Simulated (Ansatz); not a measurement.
A geometry of Pd away from equilibrium: the start of the relaxation of a relaxed Pd cell displaced along its unstable phonon at q = Γ (77i cm⁻¹), largest move 0.15 Å. All values below come from PBEsol (plane waves to 420 eV, PAW, scalar-relativistic; Ansatz, an electronic-structure program). Γ-centred k-mesh 9×9×12 on the run's cell (coarser than for final values), Fermi–Dirac smearing 0.05 eV.

```xyz
3
Lattice="4.4264 0.0000 0.0000 -2.2132 3.8334 0.0000 0.0000 0.0000 2.6306" Properties=species:S:1:pos:R:3 pbc="T T T"
Pd     0.0000     0.0000     0.0000
Pd     0.0000     2.5556     1.4653
Pd     2.2132     1.2778     1.1653
```

Q: Give the Cartesian forces on all atoms (eV/Å).

A: 
```csv
atom,Fx,Fy,Fz
Pd1,0.00,0.00,0.00
Pd2,0.00,0.00,0.27
Pd3,0.00,0.00,-0.27
```

Q: What is the pressure?

A: -0.7 GPa, compression positive.

Q: How far above the relaxed end point is this geometry?

A: 0.05 eV/atom; the path ends in Im-3m (No. 229) (bcc (W type)).

No spin polarisation in the result.

The run could not lose the symmetry of its start, so the end can be a saddle point.

The end of the path is a generated cell of Pd: the first start was made by placing the elements on the sites of a structure type, and the end was not matched to a known phase here, so it may be hypothetical. Known forms of Pd include space group No. 225.
